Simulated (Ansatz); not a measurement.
An Ansatz input and the part of its output that reports the observables at the nuclei.

The cell is a Materials Project structure (computed, not necessarily an observed phase) whose atoms were relaxed with PBE, the cell held.

```yaml
crystal:
  lattice:
    - [2.4986991939, 1.4426246522, 4.4835497685]
    - [-2.4986991939, 1.4426246522, 4.4835497685]
    - [0.0, -2.8852493044, 4.4835497685]
  atoms:
    - { symbol: Ga, position: [0.8558737231, 0.8558737231, 0.8558737231] }
    - { symbol: Ga, position: [0.6441262769, 0.6441262769, 0.6441262769] }
    - { symbol: Ga, position: [0.1441262769, 0.1441262769, 0.1441262769] }
    - { symbol: Ga, position: [0.3558737231, 0.3558737231, 0.3558737231] }
    - { symbol: O, position: [0.75, 0.446876734, 0.053123266] }
    - { symbol: O, position: [0.446876734, 0.053123266, 0.75] }
    - { symbol: O, position: [0.053123266, 0.75, 0.446876734] }
    - { symbol: O, position: [0.25, 0.553123266, 0.946876734] }
    - { symbol: O, position: [0.946876734, 0.25, 0.553123266] }
    - { symbol: O, position: [0.553123266, 0.946876734, 0.25] }
kpoints:
  mp_grid: { grid: [7, 7, 7] }
scf:
  occupations: { method: fermi_dirac, width: 0.01 }
hamiltonian:
  xc: r2scan
  pseudopotentials: { kind: paw }
output:
  forces: true
  stress: true
  populations: true
  efg:
    quadrupole_moments_barn: { Ga: 0.107, O: -0.02558 }
    contact_densities: true
```

```sh
ansatz run input.yaml --threads 1 --pin off --max-ram 3072MiB --backend cpu --events-out ev --progress --plain --runs-dir out
```

Of the output, the block on the nuclei alone is shown; the set-up, the SCF iterations, energies, forces and stress are cut. One atom of each set with nearly equal values is shown.

```
--- PAW observables at the nuclei: V_zz in 10²¹ V/m², potentials from the cell's mean, atoms counted from 1 ---
  atom   1  Ga V_zz =    +2.736932   η = 0.0000   by run symmetry: allowed   C_q = +7.0811 MHz
            electrostatic potential = -4135.129579 V   contact ρ = 187209.604884 e/Å³
  atom   5  O  V_zz =    -5.166794   η = 0.6121   by run symmetry: allowed   C_q = +3.1958 MHz
            electrostatic potential = -626.560248 V   contact ρ = 2151.569844 e/Å³
```

Hardware: 1 thread of Arm Neoverse V2 (aarch64; 8 cores open to the job, memory cap 3.0 GiB, no GPU), a shared host with a load of 0.3 a core. Wall time 36 s, CPU time 36 s, peak memory 0.74 GiB.
